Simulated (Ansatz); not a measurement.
Structure from Materials Project entry mp-542915 (possibly hypothetical), not relaxed further.

An input for TiAl₃ and the output that it gave: DFT, PBE, all-electron LAPW, scalar-relativistic (Ansatz 0.2.0).

Command: `ansatz run input.yaml --threads 1 --pin off --max-ram 4096MiB --backend cpu --events-out ev --progress --plain --runs-dir out` The run took 65 s on 1 thread of Intel(R) Xeon(R) 6975P-C (Granite Rapids) (shared host).

```yaml
crystal:
  lattice:
    - [-1.9111067713, 1.9111067713, 4.2806687947]
    - [1.9111067713, -1.9111067713, 4.2806687947]
    - [1.9111067713, 1.9111067713, -4.2806687947]
  atoms:
    - { symbol: Ti, position: [0.0, 0.0, 0.0] }
    - { symbol: Al, position: [0.5, 0.5, 0.0] }
    - { symbol: Al, position: [0.75, 0.25, 0.5] }
    - { symbol: Al, position: [0.25, 0.75, 0.5] }
kpoints:
  mp_grid: { grid: [15, 15, 15] }
  band_path:
    path:
      - [0.0, 0.0, 0.0]
      - [0.0, 0.0, 0.5]
      - [0.25, 0.25, 0.25]
      - [0.0, 0.5, 0.0]
      - [0.0, 0.0, 0.0]
      - [0.5, 0.5, -0.5]
      - [0.2998295147, 0.7001704853, -0.2998295147]
      - [-0.2998295147, 0.2998295147, 0.2998295147]
      - [0.0, 0.0, 0.0]
    npoints: 14
scf:
  occupations: { method: fermi_dirac, width: 0.05 }
hamiltonian:
  xc: pbe
  pseudopotentials: { kind: all_electron, lapw: { basis_error: 0.0005 } }
output:
  forces: true
  stress: true
  eigenvalues: true
  populations: true
  dos: { projected: true, de: 0.2, e_range: [-14, 8] }
```

What the program printed:

```
Ti: projections on atomic orbitals take those of the free atom 1s2 2s2 2p6 3s2 3p6 3d2 4s2, of charge +0.00 (hamiltonian.pseudopotentials.projection_atoms)
Al: projections on atomic orbitals take those of the free atom 1s2 2s2 2p6 3s2 3p1, of charge +0.00 (hamiltonian.pseudopotentials.projection_atoms)
LAPW: plane waves up to 7.793 Å⁻¹, error target 5.0e-4 eV per atom; small_component_spin mean_spin; Al in spheres of 1.226 Å, 11 of its electrons in bands, Dirac shells []; Ti in spheres of 1.476 Å, 12 of its electrons in bands, Dirac shells []
Engine: ansatz 0.2.0
Pseudopotentials: kind: all_electron
Pseudopotential: Ti, LAPW, valence charge 12, Koelling and Harmon's equation, gaussian nucleus
Pseudopotential: Al, LAPW, valence charge 11, Koelling and Harmon's equation, gaussian nucleus
Functional definition: PBE
  parameter kappa = 0.804
  parameter beta = 0.06672455060314922
  exchange = pbe_x(kappa = kappa, mu = beta*pi^2/3)
  correlation = pbe_c(beta = beta)
Crystal: 4 atoms, lattice volume = 62.538 Å³
Basis set: ecut = 231.41157943430363 eV, 495 PW (Γ), FFT grids on a1+a3, a2+a3, a3, exchange–correlation at level 2
Bands: 27, of which v1, the nominal top of the filled ones, is band 23 counted from 1 (22 counted from 0)
Symmetry: 16 space group operations
Space group: I4/mmm (ITA 139), of the structure as read, at distance tolerance 4.0e-5 Å
k-points: 288 of 3375
Non-local potential: Ti, projectors of the file, none
Non-local potential: Al, projectors of the file, none
Initial density: superposition of atomic densities (chi_scale 0.1, normalization cell, long waves kept (reshape's long-wave potential 0.00 eV rms))
Initial wavefunctions: plane waves of lowest kinetic energy (no species holds an atomic orbital)
Functional: x = pbe(κ = 0.804, μ = 0.2195149727645171), c = pbe(β = 0.06672455060314922)
iter 1 solved again at ethr=7.40e-4 eV; its pass at ethr=1.00e-1 eV (dr2=3.33e-1 eV) is discarded
SCF iter   1: F=—  HF=-43057.692870 eV  |F-HF|=—  |Δ(HF+E_count)|=         —  Δρ=2.04e-2  dr2=3.33e-1  ethr=7.40e-4  ⟨swp⟩=2.3  Hψ=54608  notcnv=0
preconditioner: auto → Kerker (q_TF=auto, 2.583 Å⁻¹)  [metal: Δε(μ)=0.006 eV  Ē_g=5.584 eV  σ=0.050 eV  W_gap=0.03  n_scr=14 (ndim 8)  ℏωp=16.9 eV  f_vac=0.000  D(μ)=1.64/eV (n_scr^D=10)]
SCF iter   2: F=—  HF=-43057.586072 eV  |F-HF|=—  |Δ(HF+E_count)|=   1.07e-1  Δρ=1.58e-2  dr2=3.40e-1  ethr=7.40e-4  ⟨swp⟩=2.0  Hψ=23333  notcnv=0  defer=1
SCF iter   3: F=—  HF=-43057.562628 eV  |F-HF|=—  |Δ(HF+E_count)|=   2.34e-2  Δρ=9.29e-3  dr2=5.38e-2  ethr=7.40e-4  ⟨swp⟩=2.9  Hψ=24124  notcnv=0  defer=1
SCF iter   4: F=—  HF=-43057.494679 eV  |F-HF|=—  |Δ(HF+E_count)|=   6.79e-2  Δρ=3.44e-3  dr2=1.03e-2  ethr=1.20e-4  ⟨swp⟩=2.6  Hψ=23594  notcnv=0
iter 5 solved again at ethr=2.17e-6 eV; its pass at ethr=2.29e-5 eV (dr2=9.76e-4 eV) is discarded
SCF iter   5: F=—  HF=-43057.492761 eV  |F-HF|=—  |Δ(HF+E_count)|=         —  Δρ=7.86e-4  dr2=9.67e-4  ethr=2.17e-6  ⟨swp⟩=2.0  Hψ=38217  notcnv=0
the basis was enlarged: its passes take 508.8 KiB over the memory plan, 1 of 1 planned eigensolver slots
SCF iter   6: F=—  HF=-43057.492491 eV  |F-HF|=—  |Δ(HF+E_count)|=   2.70e-4  Δρ=3.04e-4  dr2=1.16e-4  ethr=2.15e-6  ⟨swp⟩=2.0  Hψ=22123  notcnv=0
SCF iter   7: F=—  HF=-43057.492460 eV  |F-HF|=—  |Δ(HF+E_count)|=   3.09e-5  Δρ=6.51e-5  dr2=3.16e-6  ethr=2.57e-7  ⟨swp⟩=2.3  Hψ=22233  notcnv=0
SCF iter   8: F=—  HF=-43057.492459 eV  |F-HF|=—  |Δ(HF+E_count)|=   1.07e-6  Δρ=1.72e-5  dr2=3.07e-7  ethr=7.02e-9  ⟨swp⟩=2.6  Hψ=22395  notcnv=0
SCF iter   9: F=-43057.492459 eV  HF=-43057.492459 eV  |F-HF|=3.19e-8  |Δ(HF+E_count)|=   2.82e-8  Δρ=4.92e-6  dr2=2.90e-8  ethr=6.81e-10  ⟨swp⟩=2.0  Hψ=22123  notcnv=0
SCF 1 converged in 9 iterations: F = -43057.492459 eV  dr2 = 2.90e-8
NSCF: frozen V_eff on 113 k-points
SCF converged after 9 iterations
Free energy (F): -43057.492459 eV
Harris-Foulkes:  -43057.492459 eV  (|F-HF|=3.19e-8)
Internal energy: -43057.478419 eV  (E = F + TS)
E sigma→0 (E₀):  -43057.485439 eV
Entropy (-TS):   -0.014039 eV (-3.510 meV/atom)
Fermi energy:    11.303183 eV
--- Per-component energies (eV) ---
  E_band       = -1614.903627
  E_kinetic    = 43324.469130
  E_xc         = -2672.236082
  E_electrostatic = -83709.711467  (all electrons and nuclei)
  E_smearing   = -0.014039  (= −TS)
  E_closure    = 0.000000  (closes the sum)
  E_atoms      = -43037.969821  (free atoms, spherical and without spin; not in F)
  Σ components = -43057.492459   (vs F -43057.492459, Δ=0.00e0)
  Basis errors (estimates in eV, not in F): energy 1.4e-4 per atom: plane waves 1.2e-4 (6.4e-5 summed), levels above the bands 6.1e-30, relativity 4.1e-9, radial functions 2.1e-5, core shells 1.3e-8; eigenvalues (radial functions only) 7.0e-7; not estimated: angular momenta, meshes, grids; target (lapw.basis_error) 5.0e-4; muffin-tin radii Al 1.226 Å, Ti 1.476 Å
--- Forces (eV/Å), atoms counted from 1 ---
  atom   1  Ti    -0.00000000     0.00000000     0.00000000
  atom   2  Al    -0.00000000     0.00000000     0.00000000
  atom   3  Al     0.00000000    -0.00000000     0.00000000
  atom   4  Al     0.00000000     0.00000000     0.00000000
  max |Σ_I F_I| component: 4.34e-19 eV/Å
--- Stress (GPa, compression-positive) ---
        2.029149       0.000000      -0.000000
        0.000000       2.029149      -0.000000
       -0.000000      -0.000000       2.098756
  P = ⅓ Tr σ = 2.0524 GPa (20.524 kbar)
--- Band table (eV; the first three rows and the last of 288) ---
  k-point 0: bands = ["-91.3981", "-91.3088", "-91.3045", "-52.8947", "-52.8425", "-52.8425", "-52.7844", "-52.7844", "-52.7632", "-52.7632", "-52.7510", "-52.7474", "-45.1216", "-21.4437", "-21.4437", "-21.3674", "1.1709", "8.4350", "8.6657", "9.8897", "10.0678", "10.0678", "12.1411", "13.0468", "13.0468", "13.5404", "13.7690"]
  k-point 1: bands = ["-91.3981", "-91.3087", "-91.3046", "-52.8947", "-52.8425", "-52.8425", "-52.7845", "-52.7835", "-52.7642", "-52.7631", "-52.7509", "-52.7475", "-45.1215", "-21.4450", "-21.4448", "-21.3672", "1.2641", "8.5136", "8.6096", "9.7806", "9.7873", "10.0643", "11.7115", "13.1497", "13.1877", "13.3829", "14.0324"]
  k-point 2: bands = ["-91.3981", "-91.3084", "-91.3049", "-52.8947", "-52.8426", "-52.8425", "-52.7848", "-52.7806", "-52.7671", "-52.7629", "-52.7507", "-52.7477", "-45.1211", "-21.4484", "-21.4477", "-21.3667", "1.5414", "8.4549", "8.7334", "9.1569", "9.5412", "10.0553", "10.8795", "13.2146", "13.3533", "13.3607", "14.3771"]
  k-point 287: bands = ["-91.3981", "-91.3088", "-91.3046", "-52.8942", "-52.8427", "-52.8427", "-52.7840", "-52.7840", "-52.7635", "-52.7635", "-52.7515", "-52.7474", "-45.1214", "-21.4452", "-21.4439", "-21.3704", "2.8359", "3.7410", "8.9944", "10.2441", "10.3625", "11.3946", "11.9556", "12.0209", "12.2862", "14.5282", "16.1228"]
--- Löwdin populations: 4 sites ---
  site symbol       q [e]
     0     Ti     21.4665
     1     Al     13.1028
     2     Al     13.1469
     3     Al     13.1469
  spilling = 0.002245 (of n_electrons = 61.000000)
```

Spin polarisation is left out, and whether a magnetic state lies lower isn't shown here.
